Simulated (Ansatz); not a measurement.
**Is this CdHg2Se3 structure a true minimum?**

It was reached by relaxing an invented guess, and it needn't be the stable form of this composition.

Level of theory: Ansatz, DFT PBE, scalar-relativistic, plane waves, PAW. Settings: cutoff 420 eV, Γ-centred mesh 12×12×4 on the computed 6-atom cell, Gaussian smearing of 0.10 eV; no spin polarisation.

The cell below (6 atoms, space group P3m1 (No. 156)) is relaxed within its symmetry.

```yaml
crystal:
  lattice:
    - [4.41414, 0.00000, 0.00000]
    - [-2.20707, 3.82276, 0.00000]
    - [0.00000, 0.00000, 10.79390]
  atoms:
    - { symbol: Cd, position: [0.00000, 0.00000, 0.00090] }
    - { symbol: Hg, position: [0.66667, 0.33333, 0.66757] }
    - { symbol: Hg, position: [0.33333, 0.66667, 0.33222] }
    - { symbol: Se, position: [0.00000, 0.00000, 0.75167] }
    - { symbol: Se, position: [0.66667, 0.33333, 0.41683] }
    - { symbol: Se, position: [0.33333, 0.66667, 0.08081] }
```

For the test a repeat of it with 12 atoms (edges 4.41, 7.65, 10.79 Å) was strained at random (σ = 1.5 % a component), the atoms were moved at random (σ = 0.10 Å), and all was relaxed again on a coarse 6×4×2 mesh (in the run’s order of axes) with 0.20 eV smearing, with no symmetry imposed.

These runs have no spin–orbit coupling, which can matter for Hg.

Q: Does it come back?

A: It returns, within 1 meV/atom of the unmoved cell on that mesh and with the same symmetry when read at 0.1 Å (P1 at 0.01 Å, so small strains and shifts remain). No instability shows in this cell; modes of other wave vectors, which need another repeat, aren't tested.
